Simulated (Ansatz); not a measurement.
The lowest calculated structure of Cu2O and denser ones, each relaxed at zero pressure. Computed with PBEsol (plane waves to 420 eV, PAW, scalar-relativistic; Ansatz, a program for electronic structure).

```
structure                                                     E − E(first row) (eV/atom)  V (Å³/atom)
------------------------------------------------------------  --------------------------  -----------
Pn-3m, cP6, AFLOW prototype A2B_cP6_224_b_a (C3, as in Cu2O)                           0        12.55
Fm-3m, cF12, anti-fluorite type                                                     0.51        10.85
R3m, hR6                                                                            0.22        10.66
```

Question: Estimate from H = E + PV, with the volumes held at these values, the pressure at which each denser structure becomes favourable. Which of these comes first?

Answer: The enthalpies cross at P = ΔE / (−ΔV); 1 eV/Å³ is 160.2 GPa.
- R3m, hR6: 0.22 / (12.55 − 10.66) × 160.2 ≈ 19 GPa
- Fm-3m, cF12, anti-fluorite type: 0.51 / (12.55 − 10.85) × 160.2 ≈ 48 GPa (too high for this estimate to mean much)

First among these: R3m, hR6, near 19 GPa. This leaves out the compression of both phases, so the common tangent of the full E(V) curves can lie elsewhere, the more so the higher the pressure; energy differences of these cells are good to about 0.01 eV/atom.

Each run could gain symmetry but not lose that of its start, so entries can be saddle points. From databases, or of a type measured for this composition: Pn-3m, cP6, AFLOW prototype A2B_cP6_224_b_a (C3, as in Cu2O); the others are generated cells (placed on structure types, drawn at random, substituted or restacked) that were not matched to a known phase here. Static energies at zero pressure. Each cell has its own k-point mesh; energy differences are given only to the digits this allows. No spin polarisation in the result. The d or f electrons are treated with no Hubbard U.
